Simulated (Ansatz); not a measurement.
NaF:
```cif
data_F4Na4
_chemical_formula_sum 'Na4 F4'
_space_group_name_H-M_alt 'F-43m'
_space_group_IT_number 216
_space_group_name_Hall 'F -4 2 3'
_cell_length_a 5.06372
_cell_length_b 5.06372
_cell_length_c 5.06372
_cell_angle_alpha 90.000
_cell_angle_beta 90.000
_cell_angle_gamma 90.000
loop_
_atom_site_label
_atom_site_type_symbol
_atom_site_symmetry_multiplicity
_atom_site_Wyckoff_symbol
_atom_site_fract_x
_atom_site_fract_y
_atom_site_fract_z
_atom_site_occupancy
Na1 Na 4 a 0.00000 0.00000 0.00000 1
F1 F 4 d 0.75000 0.75000 0.75000 1
```
(The calculation used a cell of 2 atoms; values per cell refer to that cell.)

Relaxed with r²SCAN. r²SCAN in the plane-wave PAW code Ansatz gives a gap of 6.25 eV.

### Question
What gap does HSE06 give on the same cell (Ansatz, PAW)?

### Answer
7.66 eV, 1.41 eV more. The hybrid was solved on a coarser mesh and at special points; its gap is the smallest among all of these.

```csv
k,v1 r²SCAN,c1 r²SCAN,v1 HSE06,c1 HSE06
Γ,0.00,6.25,0.00,7.66
X,-0.16,10.50,[?],[?]
L,-0.04,10.55,[?],[?]
W,-0.19,11.13,[?],[?]
K,-0.11,10.97,[?],[?]
```

### Question
Top valence (v1) and lowest conduction level (c1) in eV from each method's valence maximum (which need not be a listed point): supply the withheld HSE06 values.

### Answer

- X, v1 HSE06: -0.17
- X, c1 HSE06: 12.00
- L, v1 HSE06: -0.04
- L, c1 HSE06: 12.04
- W, v1 HSE06: -0.20
- W, c1 HSE06: 12.66
- K, v1 HSE06: -0.12
- K, c1 HSE06: 12.50

Cost on shared cores: the r²SCAN run (SCF on a 9×9×9 mesh, then bands and DOS) very roughly 18 core-seconds, the HSE06 run (SCF on 7×7×7, then a few points) about 70 core-seconds (a rough figure); the tasks are unlike.

The start of the workflow was typed in or built on a structure type; neither database checked (COD, Materials Project) lists it. It is not the phase usual at ambient conditions (space group No. 225). The cell was relaxed with r²SCAN under the symmetry of its start; its stability against distortions is not shown here.

Potentials: the later of the program's two PAW sets.
